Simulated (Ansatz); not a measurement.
In3GaSbAs3:
```yaml
crystal:
  lattice:
    - [4.30924, 0.00000, 0.00000]
    - [0.00000, 4.32736, 0.00000]
    - [0.00000, 0.00000, 12.26787]
  atoms:
    - { symbol: In, position: [0.00000, 0.00000, 0.99560] }
    - { symbol: As, position: [0.00000, 0.50000, 0.87141] }
    - { symbol: In, position: [0.50000, 0.50000, 0.74611] }
    - { symbol: As, position: [0.50000, 0.00000, 0.62208] }
    - { symbol: In, position: [0.00000, 0.00000, 0.49713] }
    - { symbol: As, position: [0.00000, 0.50000, 0.37197] }
    - { symbol: Ga, position: [0.50000, 0.50000, 0.26345] }
    - { symbol: Sb, position: [0.50000, 0.00000, 0.13968] }
```

Relaxed with r²SCAN. Special points in fractions of this cell's reciprocal vectors: Γ (0.000, 0.000, 0.000); X (0.500, 0.000, 0.000); S (0.500, 0.500, 0.000); Y (0.000, 0.500, 0.000); Z (0.000, 0.000, 0.500); U (0.500, 0.000, 0.500); R (0.500, 0.500, 0.500); T (0.000, 0.500, 0.500).

### Question
List the band energies nearest the Fermi level at these points for r²SCAN (plane waves, PAW; program Ansatz).

### Answer
In eV from the Fermi level; about four levels below and three above (degenerate sets whole), none deeper than 8.9 eV; points with the same levels are listed once.

```json
[
 {"k": "Γ", "below": "-1.35 -0.26 -0.16 -0.11", "above": "0.00 1.58 1.65"},
 {"k": "X", "below": "-1.30 -1.22 -1.20 -1.05", "above": "0.80 0.97 2.50"},
 {"k": "S", "below": "-2.64 -2.64 -2.49 -2.47", "above": "1.53 1.65 1.75"},
 {"k": "Y", "below": "-1.27 -1.23 -1.21 -0.39", "above": "0.50 1.22 2.14"},
 {"k": "Z", "below": "-0.95 -0.91 -0.55 -0.29", "above": "1.20 1.57 1.76"},
 {"k": "U", "below": "-1.34 -1.32 -1.31 -1.05", "above": "1.73 1.85 1.92"},
 {"k": "R", "below": "-2.88 -2.85 -2.80 -2.73", "above": "2.40 2.45 2.47"},
 {"k": "T", "below": "-1.88 -1.29 -1.27 -0.39", "above": "1.13 1.84 2.01"}
]
```

Space group Pmm2. The start of the workflow was typed in or built on a structure type; neither database checked (COD, Materials Project) lists it. Its standing as an ambient phase is unchecked. Symmetry was held in the r²SCAN relaxation; whether a distortion lowers the energy is not shown. The Fermi level of a semimetal is unsure by some 0.05 eV on such meshes. Spin–orbit coupling is left out wherever it is not named.

Potentials: the earlier of the program's two PAW sets.
